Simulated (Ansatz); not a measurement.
A generator proposed this cell of Zn₂InO.

```cif
data_structure
_symmetry_space_group_name_H-M 'P-6m2'
_symmetry_Int_Tables_number 187
_cell_length_a 3.8323
_cell_length_b 3.8323
_cell_length_c 4.8528
_cell_angle_alpha 90.000
_cell_angle_beta 90.000
_cell_angle_gamma 120.000
_cell_volume 61.72
loop_
_atom_site_label
_atom_site_type_symbol
_atom_site_symmetry_multiplicity
_atom_site_Wyckoff_symbol
_atom_site_fract_x
_atom_site_fract_y
_atom_site_fract_z
_atom_site_occupancy
Zn1 Zn 2 g 0.00000 0.00000 0.25019 1
In1 In 1 f 0.66667 0.33333 0.50000 1
O1 O 1 c 0.33333 0.66667 0.00000 1
```

Computed with Ansatz 0.2.0, DFT PBE, scalar-relativistic, plane waves, PAW. Cutoff 420 eV; k points 6×6×4 on the computed 4-atom cell (Γ-centred); Gaussian smearing, width 0.10 eV; no spin polarisation.

Energies over the elements count from the elements' standard structures at the same level (O₂ as a molecule), with no fitted energy shifts.

Problem. Estimate its pressure, forces and energy as it stands.

Solution. The pressure is 14.0 GPa (the mean over three directions, positive in compression), the largest force is 2.09 eV/Å, and the energy is +0.30 eV/atom against the elements. The shortest distance is 2.42 Å.

Problem. How much does it gain on relaxing, and where does it end?

Solution. Relaxing gains about 0.71 eV/atom (the start's value is from the coarse mesh, so the gain is rough) in 24 ionic steps and ends at −0.41 eV/atom on the finer mesh. The symmetry stays P-6m2 (No. 187). The volume per atom grows by 1.1 %, from 15.4 to 15.6 Å³. The shortest distance goes from 2.42 Å (Zn–Zn) to 2.25 Å (Zn–O). The ratio c/a of the conventional cell changes by a factor of 1.78. Conventional cell: a = 3.175 Å, c = 7.151 Å. Zn has 3 O at 2.25 Å, 1 Zn at 2.60 Å and 3 In at 2.92 Å; In has 6 Zn at 2.92 Å and 6 In at 3.17 Å; O is surrounded by 6 Zn at 2.25 Å.

The last run used an 18×18×8 mesh (in the run's order of axes) for its 4-atom cell and Gaussian smearing of 0.10 eV. An odd number of electrons in the primitive cell allows no gap without spin; a larger cell or a magnetic state could open one. The relaxation can't lower the symmetry of the start. Symmetry constrained the relaxation, so the result can be a saddle point. Another cell of Zn2InO relaxed alike, in P-4m2, lies 170 meV/atom lower, so this cell isn't the stable form at this level.
